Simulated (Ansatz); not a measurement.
Relaxed MgRh (CsCl type):

```
CELL_PARAMETERS angstrom
      6.09456     0.00000     0.00000
      0.00000     3.04728     0.00000
      0.00000     0.00000     3.04728
ATOMIC_POSITIONS crystal
  Mg 0.00000 0.00000 0.00000
  Mg 0.50000 0.00000 0.00000
  Rh 0.25000 0.50000 0.50000
  Rh 0.75000 0.50000 0.50000
```

The atoms are displaced by Q × the pattern below (from a DFPT mode at X = (0.5, 0.0, 0.0), largest move 1; Q in Å), at fixed cell. It is one choice among 2 degenerate patterns. (q is in reciprocal vectors of the primitive cell; the cell shown is doubled to hold the pattern.)

```
atom      x      y       z
----  -----  -----  ------
Mg1   0.000  0.000  -1.000
Mg2   0.000  0.000   1.000
```

Atoms not listed stay in place.

All values below come from LDA (plane waves to 420 eV, PAW, scalar-relativistic; Ansatz, a program for electronic structure). k mesh 8×15×15 (Γ-centred), Fermi-Dirac smearing 0.05 eV. With partly filled bands, energies and forces of such displacements shift with the k mesh and the smearing. MgRh is run without spin polarisation. MgRh was relaxed with its symmetry unable to fall. 

```
Q (Å)   −dE/dQ from forces (eV/Å)
------  -------------------------
-0.280                      3.419
-0.233                      2.872
-0.187                      2.312
-0.140                      1.742
-0.093                      1.165
-0.047                      0.584
0.000                       0.000
0.047                      -0.584
0.093                      -1.165
0.140                      -1.742
0.187                      -2.312
0.233                      -2.872
0.280                      -3.419
```

### Question
What harmonic wavenumber does the curvature at Q = 0 give?

### Answer
265 cm⁻¹. E″ = 12.52 eV/Å², M = Σ mᵢ|uᵢ|² = 48.6 u, ν̃ = 521.5·√(|E″|/M).

(For displaced atoms, the force is minus the slope of the energy, and its curvature is a force constant, which sets phonon frequencies.)
